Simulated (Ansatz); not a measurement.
TePb2S:
```xyz
4
Lattice="4.3897 0.0000 0.0000 0.0000 4.3897 0.0000 0.0000 0.0000 6.2104" Properties=species:S:1:pos:R:3 pbc="T T T"
Te     2.1949     2.1949     0.0000
Pb     0.0000     0.0000     0.0000
Pb     2.1949     2.1949     3.1052
S      0.0000     0.0000     3.1052
```

Relaxed with PBEsol. Special points in fractions of this cell's reciprocal vectors: Γ (0.000, 0.000, 0.000); X (0.000, 0.500, 0.000); M (0.500, 0.500, 0.000); Z (0.000, 0.000, 0.500); R (0.000, 0.500, 0.500); A (0.500, 0.500, 0.500).

Task: List the band energies nearest the Fermi level at these points for the program Ansatz at the PBEsol level (PAW).

Result: In eV from the Fermi level; about four levels below and three above (degenerate sets whole), none deeper than 8.9 eV; points with the same levels are listed once.

```csv
k,below,above
Γ,-3.21 -3.21 -1.83 -1.83 -1.83,3.24 4.08 4.23 4.23
X,-1.71 -1.37 -1.07 -0.66,1.36 1.47 1.52
M,-3.39 -3.16 -3.16 -3.03,3.31 3.31 4.53
Z,-2.48 -2.48 -1.80 -1.58,2.12 2.62 3.75
R,-1.37 -1.17 -0.14 -0.10,0.04 0.78 1.15 1.15
A,-3.88 -3.88 -1.11 -0.39,1.60 1.80 3.82 3.82
```

Space group P4/mmm. The workflow started from a Materials Project entry (that database holds measured and hypothetical structures alike); the Crystallography Open Database copy checked does not list it. With Te and S taken as one species the cell has the higher symmetry Fm-3m, so it may be an ordered model of a mixed-site phase. Its standing as an ambient phase is unchecked. The cell was relaxed with PBEsol under the symmetry of its start. At this level the phase is dynamically unstable (imaginary phonons). The Fermi level of a semimetal is unsure by some 0.05 eV on such meshes. Scalar-relativistic: spin–orbit coupling is off unless named, which matters more the heavier the elements.

Potentials: the later of the program's two PAW sets.
